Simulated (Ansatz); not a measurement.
An Ansatz (an electronic-structure program) run. Input:

Ansatz 0.2 input:
```yaml
crystal:
  lattice:
    - [-2.5726397906, 2.5726397906, 1.410105009]
    - [2.5726397906, -2.5726397906, 1.410105009]
    - [2.5726397906, 2.5726397906, -1.410105009]
  atoms:
    - { symbol: Ge, position: [0.25, 0.75, 0.5] }
    - { symbol: Ge, position: [0.5, 0.5, 0.0] }
kpoints:
  mp_grid: { grid: [16, 16, 16] }
hamiltonian:
  xc: r2scan
  pseudopotentials: { azcp: { folder: ./paw }, kind: paw }
scf:
  occupations: { method: gaussian, width: 0.05 }
checkpoint: { read: metal.run }
output: { bader: true, populations: true }
```

Output (shortened):

```
Pseudopotentials: kind: paw
Pseudopotential: Ge, paw, valence charge 14
Functional definition: r2SCAN
Crystal: 2 atoms, lattice volume = 37.331 Å³
Basis set: ecut = 500 eV, 925 PW (Γ), exchange–correlation on 120×120×120 points (64 copies of the dense FFT grid, shifted against one another)
Bands: 22, of which v1, the nominal top of the filled ones, is band 14 counted from 1 (13 counted from 0)
Symmetry: 16 space group operations
Space group: I41/amd (ITA 141), of the structure as read, at distance tolerance 3.3e-5 Å
k-points: 349 of 4096
PAW frozen core: Ge, regenerated for the run's functional
Initial density: read from a saved state, or passed on in memory by an earlier SCF of this step, an earlier step, the calling program or the single point that …
Stability of the state it starts from, as read at its close in the unpolarized treatment …
Initial wavefunctions: pseudopotential atomic-orbital guess
Eigensolver: davidson
Functional: x = r2scan, c = r2scan; τ floored in thin density (d = 2e-4 eV/Å³)
iter 1 solved again at ethr=4.14e-9 eV; its pass at ethr=3.10e-3 eV (dr2=1.16e-6 eV) is discarded
SCF iter   1: F=—  HF=-8605.098708 eV  |F-HF|=—  |Δ(HF+E_count)|=         —  Δρ=6.28e-7  dr2=9.50e-11  dr2_τ=1.12e-12  ethr=4.14e-9  ⟨swp⟩=2.8  Hψ=54564  notcnv=0
all-band conjugate gradients solve this SCF's bands
preconditioner: auto → Kerker (q_TF=auto, 2.601 Å⁻¹)
SCF iter   2: F=-8605.098708 eV  HF=-8605.098708 eV  |F-HF|=7.28e-11  |Δ(HF+E_count)|=  3.51e-10  Δρ=4.79e-7  dr2=5.63e-11  dr2_τ=4.80e-13  ethr=1.00e-12  ⟨swp⟩=4.8  Hψ=23542  notcnv=0
SCF 1 converged in 2 iterations: F = -8605.098708 eV  dr2 = 5.63e-11
SCF converged after 2 iterations
Free energy (F): -8605.098708 eV
Harris-Foulkes:  -8605.098708 eV  (|F-HF|=7.28e-11)
Internal energy: -8605.097919 eV  (E = F + TS)
E sigma→0 (E₀):  -8605.098313 eV
Entropy (-TS):   -0.000789 eV (-0.394 meV/atom)
Fermi energy:    10.960134 eV
--- Per-component energies (eV) ---
  E_band       = -244.843093
  E_kinetic    = 184.175700
  E_local      = -3862.214568  (includes V_loc(G=0)·N_el)
  E_nonlocal   = 432.027178
  E_hartree    = 1863.565690
  E_xc         = -132.298927
  E_vxc        = -137.618175  (∫ρ·V_xc dr)
  E_paw        = -4047.115883  (= ΣΔE_a)
  E_vpaw       = -595.664850  (= ΣTr[D̂ρ^β])
  E_aug_tail   = -0.000009  (compensation charges beyond the density's cutoff)
  E_vtau       = 7.320556  (kinetic-family band-sum trace: ∫τ·v_τ [+ j·A + Jᵃ·Aᵃ] dr)
  E_ewald      = -3041.065577
  E_core_change = -2.171521  (= ΣΔE_core)
  E_smearing   = -0.000789  (= −TS)
  E_closure    =  0.000000  (closes the sum)
  Σ components = -8605.098708   (vs F -8605.098708, Δ=0.00e0)
  [band-id]    e_kinetic+e_local+e_nonlocal+2·e_hartree+e_vxc+e_vpaw+e_augmentation_tail+e_vtau = -244.842789   (vs E_band -244.843093, Δ=3.04e-4)
--- Band table (eV; the first three rows and the last of 349) ---
  k-point 0: bands = ["-14.5190", "-14.4673", "-14.4374", "-14.4348", "-14.3291", "-14.3291", "-14.3226", "-14.3226", "-14.2513", "-14.1843", "-2.9458", "6.8988", "8.4504", "8.4504", "14.7237", "18.9437", "18.9437", "19.2558", "19.4643", "23.0672", "23.9588", "25.0038"]
  k-point 1: bands = ["-14.5168", "-14.4678", "-14.4363", "-14.4353", "-14.3301", "-14.3278", "-14.3219", "-14.3218", "-14.2527", "-14.1867", "-2.9004", "6.3795", "8.5002", "8.8728", "14.9495", "18.2505", "18.7097", "19.4219", "19.6004", "23.3639", "23.8863", "24.7585"]
  k-point 2: bands = ["-14.5104", "-14.4692", "-14.4402", "-14.4294", "-14.3332", "-14.3244", "-14.3201", "-14.3192", "-14.2567", "-14.1934", "-2.7643", "5.4303", "8.6492", "9.5483", "15.6091", "17.2520", "18.1050", "19.3072", "19.6906", "23.6890", "24.1460", "24.3214"]
  k-point 348: bands = ["-14.4747", "-14.4747", "-14.3453", "-14.3453", "-14.3275", "-14.3275", "-14.3266", "-14.3266", "-14.3192", "-14.3192", "1.7184", "1.7184", "4.8169", "4.8169", "17.1928", "17.1928", "22.6043", "22.6043", "26.8766", "26.8766", "28.7141", "28.7141"]
  band table: 22 of 22 bands, residual norms ≤ 1.0e-3 eV
--- Löwdin populations: 2 sites ---
  site symbol       q [e]
     0     Ge     13.9640
     1     Ge     13.9640
  spilling = 0.002570 (of n_electrons = 28.000000)
--- Bader charges: 2 sites ---
  site symbol  charge [e]  shift [e]
     0     Ge      0.0000     0.0000
     1     Ge      0.0000     0.0000
  shift: an alarm, by how much a part of what the PAW files miss would move the charge. Where it is large, compare
  with a run on PAW files of another source; a small one proves nothing
  estimated error of the sums over rays = 8.9e-5 e
```

Cost: very roughly 18 core-seconds on shared cores.

Space group I4_1/amd (β-Sn type). This is a known high-pressure phase of the composition, computed here at zero pressure and temperature. The cell was relaxed with r²SCAN under the symmetry of its start; of distortions, only those at the zone centre were tested. Scalar-relativistic: spin–orbit coupling is off unless named, which matters more the heavier the elements.

Potentials: the earlier of the program's two PAW sets.

Ansatz is a plane-wave DFT program.
